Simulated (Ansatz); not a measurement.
Ansatz input

```yaml
crystal:
  lattice:
    - [0.0, 2.1889885399, 2.1889885399]
    - [2.1889885399, 0.0, 2.1889885399]
    - [2.1889885399, 2.1889885399, 0.0]
  atoms:
    - { symbol: Li, position: [0.0, 0.0, 0.0] }
hamiltonian:
  xc: r2scan
  pseudopotentials:
    kind: paw
    azcp:
      Li: "pseudopotentials/Li.paw.azcp"
basis:
  ecutwfc: 500
  fft_grid_basis: typed
kpoints:
  mp_grid: { grid: [6, 6, 6], shift: [0, 0, 0] }
magnetization:
  spin_polarized: false
scf:
  occupations: { method: fermi_dirac, width: 0.1 }
```

and its output:

```
Engine: ansatz 0.2.0, aarch64-unknown-linux-gnu
Pseudopotentials: kind: paw
Pseudopotential: Li, paw, valence charge 3, recommended cutoff 500 eV (meta_gga) 
Functional definition: r2SCAN
  parameter k0 = 0.174
  parameter k1 = 0.065
  parameter a1 = 4.9479
  exchange = r2scan_x(k0 = k0, k1 = k1, a1 = a1)
  correlation = r2scan_c
Crystal: 1 atoms, lattice volume = 20.978 Å³
Basis set: ecut = 500 eV, 531 PW (Γ), exchange–correlation on 96×96×96 points (64 copies of the dense FFT grid, shifted against one another)
Bands: 6, of which v1, the nominal top of the filled ones, is band 2 counted from 1 (1 counted from 0)
Symmetry: 48 space group operations
Space group: Fm-3m (ITA 225), of the structure as read, at distance tolerance 2.8e-5 Å
k-points: 16 of 216
Non-local potential: Li, projectors of the file, l = 0: 3, l = 1: 2, l = 2: 1
PAW form: soft (Blöchl's): semilocal exchange-correlation on the pseudo side does not see the compensation charge
PAW one-centre angular grid: Li, 302 points (default); XC on 327 of its mesh's 2665 points in the sphere
Initial density: superposition of atomic densities (neutral atoms: chi_scale 0, normalization atom), corrected by the library's trained network
Initial wavefunctions: pseudopotential atomic-orbital guess
Functional: x = r2scan, c = r2scan; τ floored in thin density (d = 2e-4 eV/Å³)
SCF iter   1: F=—  HF=-205.121000 eV  |F-HF|=—  |Δ(HF+E_count)|=         —  Δρ=2.26e-3  dr2=2.95e-4  dr2_τ=3.21e-4  ethr=1.77e-3  ⟨swp⟩=4.9  Hψ=783  notcnv=0
SCF iter   2: F=—  HF=-205.120618 eV  |F-HF|=—  |Δ(HF+E_count)|=   3.82e-4  Δρ=1.06e-3  dr2=7.36e-5  dr2_τ=6.63e-6  ethr=9.85e-6  ⟨swp⟩=2.0  Hψ=320  notcnv=0
SCF iter   3: F=—  HF=-205.120624 eV  |F-HF|=—  |Δ(HF+E_count)|=   5.97e-6  Δρ=5.15e-5  dr2=3.01e-7  dr2_τ=1.52e-7  ethr=2.45e-6  ⟨swp⟩=2.1  Hψ=122  notcnv=0
iter 4 did not close the SCF: its close was put off for the readings that it lacked (scf_convergence_deferred on its scf_iter line)
SCF iter   4: F=-205.120626 eV  HF=-205.120626 eV  |F-HF|=1.27e-8  |Δ(HF+E_count)|=   2.55e-6  Δρ=1.37e-5  dr2=1.07e-8  dr2_τ=1.91e-9  ethr=1.00e-8  ⟨swp⟩=2.1  Hψ=123  notcnv=0
iter 5 did not close the SCF: its close was put off for the readings that it lacked (scf_convergence_deferred on its scf_iter line)
SCF iter   5: F=-205.120626 eV  HF=-205.120626 eV  |F-HF|=2.70e-10  |Δ(HF+E_count)|=   9.80e-9  Δρ=1.47e-6  dr2=1.04e-10  dr2_τ=4.32e-11  ethr=3.58e-10  ⟨swp⟩=2.6  Hψ=123  notcnv=0
SCF iter   6: F=-205.120626 eV  HF=-205.120626 eV  |F-HF|=1.36e-12  |Δ(HF+E_count)|=  3.00e-10  Δρ=8.66e-8  dr2=4.15e-13  dr2_τ=2.25e-14  ethr=3.48e-12  ⟨swp⟩=1.0  Hψ=266  notcnv=0
SCF 1 converged in 6 iterations: F = -205.120626 eV  dr2 = 4.15e-13
SCF converged after 6 iterations
Free energy (F): -205.120626 eV
Harris-Foulkes:  -205.120626 eV  (|F-HF|=1.36e-12)
Internal energy: -205.101424 eV  (E = F + TS)
E sigma→0 (E₀):  -205.111025 eV
Entropy (-TS):   -0.019202 eV (-19.202 meV/atom)
Fermi energy:    0.831862 eV
--- Per-component energies (eV) ---
  E_band       = -94.857459
  E_kinetic    = 21.158452
  E_local      = -133.314527  (includes V_loc(G=0)·N_el)
  E_nonlocal   = -33.326198
  E_hartree    = 39.645686
  E_xc         = -9.587357
  E_vxc        = -13.665141  (∫ρ·V_xc dr)
  E_paw        = -21.816872  (= ΣΔE_a)
  E_vpaw       = -15.831976  (= ΣTr[D̂ρ^β])
  E_aug_tail   = -0.000101  (compensation charges beyond the density's cutoff)
  E_vtau       = 0.830652  (kinetic-family band-sum trace: ∫τ·v_τ [+ j·A + Jᵃ·Aᵃ] dr)
  E_ewald      = -67.860508
  E_smearing   = -0.019202  (= −TS)
  E_closure    = 0.000000  (closes the sum)
  Σ components = -205.120626   (vs F -205.120626, Δ=0.00e0)
```

Command:

```sh
ansatz run input.yaml --threads 4 --pin off --max-ram 8192MiB --backend cpu --events-out ev --progress --plain --runs-dir out
```

On 4 threads of Arm Neoverse V1 (shared host) this took about 0.32 s of wall time and 0.79 s of CPU time, with 0.24 GiB at the peak.
